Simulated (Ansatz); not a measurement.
**YTe (Fm-3m), stationary points along a deformation path**

The calculation used DFT r2SCAN, scalar-relativistic, plane waves, PAW in Ansatz 0.2.0. Settings: plane waves to 500 eV, k-mesh 16×16×16 (Γ-centred), Gaussian smearing 0.15 eV. No spin polarisation. Energies are free energies at this smearing, counted from the undisturbed cell; pressure is positive in compression.

Reference structure (as given, not relaxed at this level; it stands at 2.5 GPa, and it needn't be the usual structure):

```
Y Te
1.0
     0.00000    3.04750    3.04750
     3.04750    0.00000    3.04750
     3.04750    3.04750    0.00000
Y Te
1 1
Direct
  0.00000 0.00000 0.00000
  0.50000 0.50000 0.50000
```

At fixed volume and fractional coordinates, lengths along (0.577, 0.577, 0.577) are scaled against those across it; ρ is that ratio over its starting value. V = 28.303 Å³/atom. Δσ is the stress along the axis less the mean stress across it (compression positive).

```csv
ρ,ΔE (meV/atom),Δσ (GPa),space group
0.500,200.1,0.00,Pm-3m
0.600,223.5,-0.24,R-3m
0.710,167.8,5.63,R-3m
0.850,42.3,4.65,R-3m
0.930,7.4,1.87,R-3m
1.000,0.0,0.00,Fm-3m
1.080,7.2,-1.61,R-3m
1.200,45.3,-4.83,R-3m
1.410,217.0,-14.39,R-3m
1.700,682.0,-22.31,R-3m
2.000,1051.5,-19.86,R-3m
```

Q: How does the stress give the slope of the energy, and where is the energy stationary?

A: Along the path d ln(length) is 2/3 d ln ρ on the axis and −1/3 d ln ρ across it, so dE/d ln ρ = −(2/3) V Δσ: the energy falls with ρ where Δσ is positive. Δσ vanishes or changes sign at ρ = 0.500 (Pm-3m, an end of the scan), at 200.1 meV/atom; between ρ = 0.600 and 0.710, a maximum (near 0.60 by linear interpolation); at ρ = 1.000 (Fm-3m), a minimum at 0.0 meV/atom. Pairs of stationary points between two samples would go unseen, and could change a minimum read from distant neighbours into a maximum. At ρ = 0.500, 1.000 the cell is cubic, where symmetry alone makes the stress isotropic and the slope zero.

Q: Which shear constant sets the curvature at ρ = 1?

A: For a cubic crystal E/V = (2/3) C (ln ρ)² with C = C44, so Δσ = −2C ln ρ. The parabola of Δσ against ln ρ through ρ = 0.930, 1 and 1.080 gives C ≈ 11.7 GPa with the ions clamped, rough because the steps are large. It is the stress–strain coefficient at this cell's pressure of 2.5 GPa, not the zero-pressure constant.

In a metal these slopes depend on the k mesh and the smearing.